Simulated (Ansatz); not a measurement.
## Kick test of a cell of TaHO₂

The cell was found from a structure generator's guess, not taken from experiment.

These are results of DFT PBE, scalar-relativistic, plane waves, PAW (Ansatz 0.2.0), not measurements. Plane waves to 420 eV, a k mesh through Γ of 18×18×8 on the computed 4-atom cell and Gaussian smearing (0.10 eV); no spin polarisation.

The cell below (4 atoms, space group P-6m2 (No. 187)) is relaxed within its symmetry.

```cif
data_structure
_symmetry_space_group_name_H-M 'P 1'
_symmetry_Int_Tables_number 1
_cell_length_a 2.9436
_cell_length_b 2.9436
_cell_length_c 5.6014
_cell_angle_alpha 90.000
_cell_angle_beta 90.000
_cell_angle_gamma 120.000
_cell_volume 42.03
loop_
_atom_site_label
_atom_site_type_symbol
_atom_site_fract_x
_atom_site_fract_y
_atom_site_fract_z
_atom_site_occupancy
Ta1 Ta 0.33333 0.66667 0.00000 1
H1 H 0.66667 0.33333 0.50000 1
O1 O 0.00000 0.00000 0.22003 1
O2 O 0.00000 0.00000 0.77997 1
```

For the test a repeat of it with 8 atoms (edges 2.94, 5.10, 5.60 Å) was strained at random (σ = 1.5 % a component), the atoms were moved at random (σ = 0.05 Å), and all was relaxed again on a coarse 8×4×4 mesh (in the run’s order of axes) with 0.20 eV smearing, with no symmetry imposed.

Weakly bound directions are ill-defined at this level, which has no dispersion term. Spin–orbit coupling, which can matter for Ta, is left out. H stands nearly free of neighbours here, and without spin polarisation the energy of such atoms comes out too high.

Problem. What happens?

Solution. It doesn't return. The energy falls by 834 meV/atom on that mesh, the volume changes by -9.2 %, and the end has space group Pmn2_1 (No. 31) at a loose tolerance. Relaxed again on a 10×6×6 mesh with 0.02 eV smearing, the new structure lies 835 meV/atom below the first (mesh in the axes of the run's cell; the cell below is made exact in the group named). Space group Pmn2_1 (No. 31), orthorhombic, a = 2.954 Å, b = 5.052 Å, c = 5.115 Å. Around Ta lie 6 O at 2.12–2.15 Å, 3 H at 2.94 Å and 6 Ta at 2.95 Å; around H lie 1 O at 1.08 Å and 1 O at 1.39 Å; around O on its first site lie 1 H at 1.39 Å and 3 Ta at 2.12 Å; O on its second site has 1 H at 1.08 Å and 3 Ta at 2.15 Å.

```cif
data_structure
_symmetry_space_group_name_H-M 'P 1'
_symmetry_Int_Tables_number 1
_cell_length_a 2.9542
_cell_length_b 5.0515
_cell_length_c 5.1150
_cell_angle_alpha 90.000
_cell_angle_beta 90.000
_cell_angle_gamma 90.000
_cell_volume 76.33
loop_
_atom_site_label
_atom_site_type_symbol
_atom_site_fract_x
_atom_site_fract_y
_atom_site_fract_z
_atom_site_occupancy
Ta1 Ta 0.50000 0.00033 0.24985 1
Ta2 Ta 0.00000 0.99967 0.74985 1
H1 H 0.00000 0.52631 0.08363 1
H2 H 0.50000 0.47369 0.58363 1
O1 O 0.00000 0.25077 0.08281 1
O2 O 0.50000 0.26051 0.58371 1
O3 O 0.00000 0.73949 0.08371 1
O4 O 0.50000 0.74923 0.58281 1
```
